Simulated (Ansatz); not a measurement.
Relaxed-ion elastic tensor of IrC (rock salt, Fm-3m) in GPa (Voigt order), the program Ansatz at the PBEsol level (PAW); density 16.46 g/cm³, 10.30 Å³ per atom.

|  | 1 | 2 | 3 | 4 | 5 | 6 |
|---|---|---|---|---|---|---|
| 1 | 497 | 271 | 271 | 0.0 | 0.0 | 0.0 |
| 2 | 271 | 497 | 271 | 0.0 | 0.0 | 0.0 |
| 3 | 271 | 271 | 497 | 0.0 | 0.0 | 0.0 |
| 4 | 0.0 | 0.0 | 0.0 | -102 | 0.0 | 0.0 |
| 5 | 0.0 | 0.0 | 0.0 | 0.0 | -102 | 0.0 |
| 6 | 0.0 | 0.0 | 0.0 | 0.0 | 0.0 | -102 |

Is the crystal mechanically stable?

No: the smallest eigenvalue of C is -102 GPa.

The start of the workflow was typed in or built on a structure type; neither database checked (COD, Materials Project) lists it. Whether it is the stable phase at ambient conditions was not checked. Symmetry was held in the PBEsol relaxation. At this level the phase is dynamically unstable (imaginary phonons). The run is not spin-polarised. Its formation energy is positive at this level, so the cell may be metastable or incomplete. As this level gives no gap, shear constants depend on the k-mesh and smearing (Fermi–Dirac, 0.1 eV here). Spin–orbit coupling is left out wherever it is not named.

Potentials: the earlier of the program's two PAW sets. The files were generated under PBE; for other functionals the program regenerates the frozen cores, and for LDA and PBEsol the local potential too.
